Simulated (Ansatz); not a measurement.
TaAs:
Space group I4₁md (No. 109); a = b = 3.463 Å, c = 11.735 Å, α = β = γ = 90.00°

```tsv
atom	site	symmetry	x	y	z
Ta	4a	2mm.	0.0000	0.0000	0.7491
As	4a	2mm.	0.0000	0.0000	0.1669
```
(The calculation used a cell of 4 atoms; values per cell refer to that cell.)

Relaxed at zero pressure with PBE in the plane-wave PAW code Ansatz.

Q: The volume is raised by 6 % and shape and atoms relax at that volume. What pressure results, and how do the axes share the change?

A: -8.9 GPa; a 1.6 %, b 1.6 %, c 2.6 %; the energy rises by 31 meV/atom.

Q: Give the new structure.

A: 
Space group I4₁md (No. 109); a = 3.5189 Å, b = 3.5189 Å, c = 12.0458 Å, α = 90.00°, β = 90.00°, γ = 90.00°

```
atom  site  symmetry       x       y       z
----  ----  --------  ------  ------  ------
Ta      4a      2mm.  0.0000  0.0000  0.7495
As      4a      2mm.  0.0000  0.0000  0.1665
```

The phase is kept; no other phase was compared at this pressure.

Space group I4_1md. The PBE relaxation kept the symmetry of its start. The run is not spin-polarised. Scalar-relativistic: spin–orbit coupling is off unless named, which matters more the heavier the elements.

Potentials: the later of the program's two PAW sets.
